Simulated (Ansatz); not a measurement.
ReOs:
```yaml
crystal:
  lattice:
    - [2.75302, 0.00000, 0.00000]
    - [-1.37651, 2.38419, 0.00000]
    - [0.00000, 0.00000, 4.36377]
  atoms:
    - { symbol: Re, position: [0.66667, 0.33333, 0.50000] }
    - { symbol: Os, position: [0.00000, 0.00000, 0.00000] }
```

Relaxed with r²SCAN. Special points in fractions of this cell's reciprocal vectors: Γ (0.000, 0.000, 0.000); M (0.500, 0.000, 0.000); K (0.333, 0.333, 0.000); A (0.000, 0.000, 0.500); L (0.500, 0.000, 0.500); H (0.333, 0.333, 0.500).

Q: List the band energies nearest the Fermi level at these points for the program Ansatz at the r²SCAN level (PAW).

A: In eV from the Fermi level; about four levels below and three above (degenerate sets whole), none deeper than 8.9 eV; … stands for higher levels left out; points with the same levels are listed once.

```tsv
k	below	above
Γ	-1.32 -1.32 -0.89 -0.89	0.36 …
M	-2.96 -2.50 -2.00 -1.21	2.56 3.82 4.24
K	-4.24 -3.21 -2.59 -0.64	2.29 2.57 3.04
A	-2.89 -2.89 -2.78 -2.38 -2.38	1.43 1.43 …
L	-7.15 -5.05 -4.75 -0.96	0.05 0.12 0.60
H	-3.27 -2.62 -0.69 -0.58	2.26 2.95 8.87
```

Space group P-6m2. The workflow started from a Materials Project entry (that database holds measured and hypothetical structures alike); the Crystallography Open Database copy checked does not list it. With Re and Os taken as one species the cell has the higher symmetry P6_3/mmc, so it may be an ordered model of a mixed-site phase. Whether it is the stable phase at ambient conditions was not checked. Symmetry was held in the r²SCAN relaxation; whether a distortion lowers the energy is not shown. The run is not spin-polarised. Scalar-relativistic: spin–orbit coupling is off unless named, which matters more the heavier the elements.

Potentials: the later of the program's two PAW sets.
